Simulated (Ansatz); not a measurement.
Ansatz (a quantum-chemistry and plane-wave program) input:

Ansatz 0.2 input:
```yaml
crystal:
  lattice:
    - [0.0, 2.1642556126, 2.1642556126]
    - [2.1642556126, 0.0, 2.1642556126]
    - [2.1642556126, 2.1642556126, 0.0]
  atoms:
    - { symbol: Ti, position: [0.0, 0.0, 0.0] }
    - { symbol: C, position: [0.5, 0.5, 0.5] }
kpoints:
  mp_grid: { grid: [16, 16, 16] }
hamiltonian:
  xc: r2scan
  pseudopotentials: { azcp: { folder: ./paw }, kind: paw }
scf:
  occupations: { method: gaussian, width: 0.05 }
checkpoint: { read: metal.run }
output: { bader: true, populations: true }
```

Output (shortened):

```
Pseudopotential: Ti, paw, valence charge 12
Pseudopotential: C, paw, valence charge 4
Functional definition: r2SCAN
Crystal: 2 atoms, lattice volume = 20.275 Å³
Basis set: ecut = 500 eV, 531 PW (Γ), exchange–correlation on 96×96×96 points (64 copies of the dense FFT grid, shifted against one another)
Bands: 16, of which v1, the nominal top of the filled ones, is band 8 counted from 1 (7 counted from 0)
Symmetry: 48 space group operations
Space group: Fm-3m (ITA 225), of the structure as read, at distance tolerance 2.7e-5 Å
k-points: 145 of 4096
Stability of the state it starts from, as read at its close in the unpolarized treatment …
iter 1 solved again at ethr=1.21e-9 eV; its pass at ethr=3.10e-3 eV (dr2=1.94e-7 eV) is discarded
SCF iter   1: F=—  HF=-2758.012827 eV  |F-HF|=—  |Δ(HF+E_count)|=         —  Δρ=2.04e-7  dr2=5.46e-12  dr2_τ=1.66e-12  ethr=1.21e-9  ⟨swp⟩=3.5  Hψ=17212  notcnv=0
preconditioner: auto → none
SCF iter   2: F=-2758.012827 eV  HF=-2758.012827 eV  |F-HF|=1.36e-12  |Δ(HF+E_count)|=  2.27e-11  Δρ=1.63e-7  dr2=4.85e-12  dr2_τ=5.01e-13  ethr=1.00e-12  ⟨swp⟩=3.5  Hψ=5970  notcnv=0
SCF 1 converged in 2 iterations: F = -2758.012827 eV  dr2 = 4.85e-12
SCF converged after 2 iterations
Free energy (F): -2758.012827 eV
Harris-Foulkes:  -2758.012827 eV  (|F-HF|=1.36e-12)
Internal energy: -2758.012092 eV  (E = F + TS)
E sigma→0 (E₀):  -2758.012459 eV
Entropy (-TS):   -0.000735 eV (-0.368 meV/atom)
Fermi energy:    14.720444 eV
--- Per-component energies (eV) ---
  E_band       = -126.366116
  E_kinetic    = 366.970564
  E_local      = -825.176571  (includes V_loc(G=0)·N_el)
  E_nonlocal   = 81.621621
  E_hartree    = 324.066972
  E_xc         = -160.093709
  E_vxc        = -226.399938  (∫ρ·V_xc dr)
  E_paw        = -1150.916817  (= ΣΔE_a)
  E_vpaw       = -185.067687  (= ΣTr[D̂ρ^β])
  E_aug_tail   = -0.000019  (compensation charges beyond the density's cutoff)
  E_vtau       = 13.552013  (kinetic-family band-sum trace: ∫τ·v_τ [+ j·A + Jᵃ·Aᵃ] dr)
  E_ewald      = -1394.205903
  E_core_change = -0.278230  (= ΣΔE_core)
  E_smearing   = -0.000735  (= −TS)
  E_closure    =  0.000000  (closes the sum)
  Σ components = -2758.012827   (vs F -2758.012827, Δ=0.00e0)
  [band-id]    e_kinetic+e_local+e_nonlocal+2·e_hartree+e_vxc+e_vpaw+e_augmentation_tail+e_vtau = -126.366072   (vs E_band -126.366116, Δ=4.40e-5)
--- Band table (eV; the first three rows and the last of 145) ---
  k-point 0: bands = ["-44.2723", "-19.2379", "-19.2379", "-19.2379", "1.4710", "15.5670", "15.5670", "15.5670", "16.4020", "16.4020", "16.4020", "16.4561", "16.4561", "25.9214", "29.5669", "35.2520"]
  k-point 1: bands = ["-44.2695", "-19.2583", "-19.2397", "-19.2397", "1.5628", "15.0428", "15.2419", "15.2419", "15.8220", "15.8220", "16.7109", "17.4958", "17.4958", "26.0942", "29.5831", "35.1711"]
  k-point 2: bands = ["-44.2614", "-19.3161", "-19.2448", "-19.2448", "1.8322", "14.0826", "14.3685", "14.3685", "15.9626", "15.9626", "17.0951", "18.6201", "18.6201", "26.5094", "29.5529", "34.8714"]
  k-point 144: bands = ["-44.1724", "-19.5479", "-19.5479", "-19.4194", "4.3901", "11.4014", "11.4014", "11.7906", "17.7064", "17.7064", "18.4773", "19.9677", "20.1388", "29.3579", "29.3579", "30.6694"]
--- Löwdin populations: 2 sites ---
  site symbol       q [e]
     0     Ti     11.0697
     1      C      4.8790
  spilling = 0.003203 (of n_electrons = 16.000000)
--- Bader charges: 2 sites ---
  site symbol  charge [e]  shift [e]
     0     Ti      1.7882     0.0035
     1      C     -1.7882     0.0035
  shift: an alarm, by how much a part of what the PAW files miss would move the charge. Where it is large, compare
  with a run on PAW files of another source; a small one proves nothing
  estimated error of the sums over rays = 8.3e-4 e
```

Cost: about 11 core-seconds (a rough figure) on shared cores.

The r²SCAN relaxation kept the symmetry of its start; of distortions, only those at the zone centre were tested. The run is not spin-polarised.

Potentials: the earlier of the program's two PAW sets.

Ansatz is a plane-wave DFT program.
